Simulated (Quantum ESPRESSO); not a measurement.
# Strain and stress in Ge3P3As

The results below are calculated, not measured. They come from pw.x of Quantum ESPRESSO 7.5, a plane-wave density functional program, with PseudoDojo standard norm-conserving files (v0.5 for PBE, v0.4.1 for LDA and PBEsol). The cells are made up: elements, strain and atom displacements were drawn at random, and nothing was relaxed. There is no spin polarisation, spin-orbit coupling or dispersion term.

The cell has 8 sites of a zincblende or diamond lattice. Sites 1 to 4 hold Ge P Ge empty; sites 5 to 8 hold Ge As P P. Cell vectors in Å: (5.386, 0.000, 0.000); (0.000, 5.386, 0.000); (0.000, 0.000, 5.381). Settings: PBE, cutoff 1143 eV, 6 x 6 x 6 k mesh shifted by half a step, Fermi-Dirac smearing of 0.1 eV.

Each run adds the same strain along x and y to one cell, with the atoms carried along; the vectors above are those of run 4. Stress is positive in tension and P is minus a third of its trace. E is the free energy for each atom above the lowest run shown.

| run | strain (%) | s_xx (GPa) | s_yy (GPa) | s_zz (GPa) | s_xy (GPa) | P (GPa) | E (meV/atom) |
| --- | --- | --- | --- | --- | --- | --- | --- |
| 1 | -2.47 | -10.64 | -10.10 | -10.54 | -1.54 | 10.43 | 87.55 |
| 2 | -1.88 | -9.61 | -9.08 | -9.42 | -1.56 | 9.37 | 71.76 |
| 3 | -1.57 | -9.08 | -8.56 | -8.86 | -1.56 | 8.83 | 64.08 |
| 4 | 0.09 | -6.46 | -5.96 | -6.15 | -1.54 | 6.19 | 29.83 |
| 6 | 1.62 | -4.30 | -3.82 | -4.04 | -1.47 | 4.05 | 7.87 |
| 7 | 2.40 | -3.29 | -2.81 | -3.09 | -1.42 | 3.06 | 0.00 |
| 5 | 1.03 | ? | ? | ? | ? | ? | ? |

A rerun of one of these cells at 1437 eV and k mesh 8 x 8 x 8 moved values by no more than 0.002 eV in the cell's energy, 0.03 GPa in stress and 0.010 eV/Å in force.

## Worked fit

A parabola through the six runs shown gives s_xx = -6.59 + 1.50 e - 0.054 e² GPa, with e in per cent and a scatter of 0.01 GPa. The slope is a stiffness of 150 ± 1 GPa for each unit of this strain at e = 0, the sum of the responses of s_xx to strain along x and along y. The atoms are clamped, and relaxing them would in general lower it. The error is the larger of the fit's own and the change that a cubic makes, rounded up.

## Withheld run

Question: what s_xx should run 5 give?

The fit gives -5.10 GPa. The calculation gave -5.11 GPa.

```
run,strain (%),s_xx (GPa),s_yy (GPa),s_zz (GPa),s_xy (GPa),P (GPa),E (meV/atom)
5,1.03,-5.11,-4.62,-4.81,-1.50,4.85,15.25
```